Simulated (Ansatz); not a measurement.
**Ni: pressure against volume**

Ni, Im-3m, a = 2.766 Å. This isn't the element's structure at ambient conditions. Ansatz: r2SCAN, PAW, 500 eV, Γ-centred 22×22×22 mesh on 1 atom, Gaussian smearing 0.10 eV; collinear spin, largest moment 0.7 μB. Symmetry fixes shape and atoms, so the cell is only scaled; pressure is positive in compression.

```
V (Å³/atom) P (GPa)
      9.312        ?
      9.630    25.39
      9.947    15.41
     10.264     7.03
     10.582     0.00
     10.899    -5.90
     11.217   -10.83
     11.640   -16.20
```

Task: Take V0 = 10.582 Å³/atom, fit the third-order Birch–Murnaghan form to the other rows, and predict the missing pressure.

Result: With the Eulerian strain f = ½[(V0/V)^(2/3) − 1] and y = P/[3f(1 + 2f)^(5/2)], the form is the line y = B0 + 1.5 B0 (B0′ − 4) f. Rows (f, y): 0.03243, 223.0; 0.02106, 220.0; 0.01027, 216.9; -0.00974, 212.1; -0.01905, 208.8; -0.03078, 205.6. Means f = 0.0006983, y = 214.40; Σ(Δf)² = 0.003003, ΣΔfΔy = 0.8225; the slope is their ratio. y = 214.2 + 273.9 f GPa, so B0 = 214.2 GPa and B0′ = 4 + 2 × (273.9)/(3 × 214.2) = 4.85. At V = 9.312, f = 0.04449, y = 226.39 and P = 37.39 GPa. The run gave 37.30 GPa, so the fit is 0.09 GPa too high, a small miss on the scale of the series. Note that the largest moment runs from 0.62 to 0.74 μB along the series.

The largest moment runs from 0.62 to 0.74 μB along the series, so B0 and B0′ hold the change of the moment too.

The state reached may not be the lowest one.